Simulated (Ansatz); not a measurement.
B2O3:
```
CELL_PARAMETERS angstrom
      3.91322    -2.31195     0.00000
      3.91322     2.31195     0.00000
      0.00000     0.00000     4.13440
ATOMIC_POSITIONS crystal
  B  0.00631 0.32394 0.56769
  B  0.99369 0.67606 0.06769
  B  0.67606 0.99369 0.56769
  B  0.32394 0.00631 0.06769
  O  0.75515 0.24485 0.49997
  O  0.24485 0.75515 0.99997
  O  0.92091 0.66030 0.41862
  O  0.07909 0.33970 0.91862
  O  0.33970 0.07909 0.41862
  O  0.66030 0.92091 0.91862
```

x, y and z are the axes in which the lattice vectors are written.

Give the high-frequency dielectric tensor and the Born effective charge tensors of the independent atoms from DFPT, the program Ansatz at the PBEsol level (PAW).


ε∞:
```
3.12  0.00  0.00
0.00  2.97  0.00
0.00  0.00  3.02
```
Z* of atom 1 (B), rows: field, columns: displacement, in e:
```
 2.88  -0.19   0.11
 0.15   2.41  -0.05
-0.06  -0.02   2.47
```
Z* of atom 5 (O), rows: field, columns: displacement, in e:
```
-2.98   0.00   0.00
 0.00  -1.10   0.04
 0.00   0.02  -1.08
```
Z* of atom 7 (O), rows: field, columns: displacement, in e:
```
-1.39  -0.52   0.39
-0.53  -1.86  -0.10
 0.25  -0.16  -1.93
```

Space group Cmc2_1. The first step of the workflow began from a Materials Project structure, measured or hypothetical; the Crystallography Open Database copy checked does not list it. COD files the formula under space group No. 144, 152. Its standing as an ambient phase is unchecked. The PBEsol relaxation kept the symmetry of its start; its stability against distortions is not shown here.

Potentials: the later of the program's two PAW sets.
